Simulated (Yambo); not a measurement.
Yambo run on a free-standing CaHBr monolayer (symmetry P4/nmm, slab cell 19.6 Å high). The wavefunctions come from this Quantum ESPRESSO step (PBEsol, PseudoDojo standard norm-conserving files, scalar-relativistic):

```
&CONTROL
  calculation = 'nscf'
  pseudo_dir = './pseudo'
  outdir = './out'
/
&SYSTEM
  ibrav = 0
  nat = 6
  ntyp = 3
  ecutwfc = 72.0
  ecutrho = 288.0
  occupations = 'fixed'
  force_symmorphic = .true.
  nbnd = 188
  assume_isolated = '2D'
/
&ELECTRONS
  conv_thr = 6.000000000000001e-09
  diago_full_acc = .true.
  diago_thr_init = 1e-08
/
ATOMIC_SPECIES
H 1.0080 H.upf
Ca 40.0780 Ca.upf
Br 79.9040 Br.upf
CELL_PARAMETERS angstrom
  3.772682024000   0.000000000000   0.000000000000
  0.000000000000   3.772682024000   0.000000000000
  0.000000000000   0.000000000000  19.600000000000
ATOMIC_POSITIONS crystal
H   0.000000000000   0.500000000000   0.000000000000
H   0.500000000000   0.000000000000   0.000000000000
Ca   0.000000000000   0.000000000000   0.065230770000
Ca   0.500000000000   0.500000000000  -0.065230770000
Br   0.500000000000   0.500000000000   0.133404400700
Br   0.000000000000   0.000000000000  -0.133404400700
K_POINTS automatic
4 4 1 0 0 0
```

Yambo input:

```
rim_cut
gw0
dyson
el_el_corr
HF_and_locXC
ppa
em1d
rim_w
RandQpts= 1000000
RandGvec= 2 Ry
CUTGeo= "slab z"
EXXRLvcs= 72 Ry
VXCRLvcs= 288 Ry
Chimod= "HARTREE"
% BndsRnXp
 1 | 187 |
%
NGsBlkXp= 7 Ry
% LongDrXp
 1.0 | 1.0 | 0.0 |
%
RandGvecW= 737 mRy
PPAPntXp= 27.2114 eV
% GbndRnge
 1 | 187 |
%
GTermKind= "BG"
DysSolver= "n"
ExtendOut
% QPkrange
 1 | 1 | 18 | 19 |
 3 | 3 | 18 | 19 |
 6 | 6 | 18 | 19 |
%
```

k points by index: 1 = Γ, 3 = X, 6 = M.

The o-*.qp file then holds:

```
#    K-point    Band    Eo [eV]    E [eV]    E-Eo [eV]    Vxc [eV]    Vnlxc [eV]    Sc|Eo [eV]    Sc|E [eV]    dSc/dw|Eo [eV]    Re(Z)    Im(Z)
#
    1    18    0.000000    -1.240380    -1.240380    -11.48650    -14.13973    1.117947    1.412849    -6.468868    0.807930    -0.001639
    1    19    4.090144    5.853573    1.763429    -11.82419    -6.183338    -3.517486    -3.877423    -5.553607    0.830499    -0.001513
    3    18    -0.448181    -1.955261    -1.507081    -11.98980    -15.45526    1.605516    1.958373    -6.370470    0.810297    -0.001584
    3    19    4.715648    6.529189    1.813541    -11.68353    -5.837445    -3.656340    -4.032540    -5.644092    0.828211    -0.001629
    6    18    -0.894466    -2.401455    -1.506989    -11.49163    -15.12713    1.748989    2.128506    -6.852058    0.798840    -0.001827
    6    19    4.584687    6.029789    1.445102    -10.57303    -5.495805    -3.342911    -3.632123    -5.445248    0.833255    -0.001521
```
(The two width columns are left out.) Convergence of these settings isn't established.

Spin-orbit coupling is not included.

Geometry relaxed with PBEsol.

This is a model layer cut from the bulk structure; whether it is stable on its own was not checked.
